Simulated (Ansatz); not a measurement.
TiPd:
```
TiPd
1.0
    4.55746     0.00000     0.00000
    0.00000     2.78052     0.00000
    0.00000     0.00000     4.87357
Ti Pd
2 2
Direct
  0.25000   0.00000   0.70405
  0.75000   0.00000   0.29595
  0.25000   0.50000   0.18748
  0.75000   0.50000   0.81252
```

Relaxed with r²SCAN. Special points in fractions of this cell's reciprocal vectors: Γ (0.000, 0.000, 0.000); X (0.500, 0.000, 0.000); S (0.500, 0.500, 0.000); Y (0.000, 0.500, 0.000); Z (0.000, 0.000, 0.500); U (0.500, 0.000, 0.500); R (0.500, 0.500, 0.500); T (0.000, 0.500, 0.500).

Problem. List the band energies nearest the Fermi level at these points for r²SCAN (plane waves, PAW; program Ansatz).

Solution. In eV from the Fermi level; about four levels below and three above (degenerate sets whole), none deeper than 8.9 eV; points with the same levels are listed once.

```csv
k,below,above
Γ,-1.91 -0.77 -0.26 -0.08,0.23 0.60 2.07
X,-2.47 -2.47 -0.74 -0.74,0.44 0.44 0.86 0.86
S,-0.71 -0.71 -0.56 -0.56,0.33 0.33 0.94 0.94
Y,-1.59 -1.52 -1.36 -0.79,0.11 0.40 0.85
Z,-2.47 -1.02 -0.44 -0.31,0.12 0.30 0.94
U,-1.66 -1.66 -0.73 -0.73,0.87 0.87 1.82 1.82
R,-4.19 -4.19 -2.20 -2.20,0.01 0.01 0.96 0.96
T,-2.92 -1.11 -0.40 -0.25,0.27 0.35 0.54
```

Space group Pmma. The first step of the workflow began from a Materials Project structure, measured or hypothetical; the Crystallography Open Database copy checked does not list it. COD files the formula under space group No. 221, so this cell is another polymorph or a model. With Ti and Pd taken as one species the cell has the higher symmetry Cmcm, so it may be an ordered model of a mixed-site phase. Its standing as an ambient phase is unchecked. Symmetry was held in the r²SCAN relaxation; of distortions, only those at the zone centre were tested. The run is not spin-polarised. Spin–orbit coupling is left out wherever it is not named.

Potentials: the later of the program's two PAW sets.
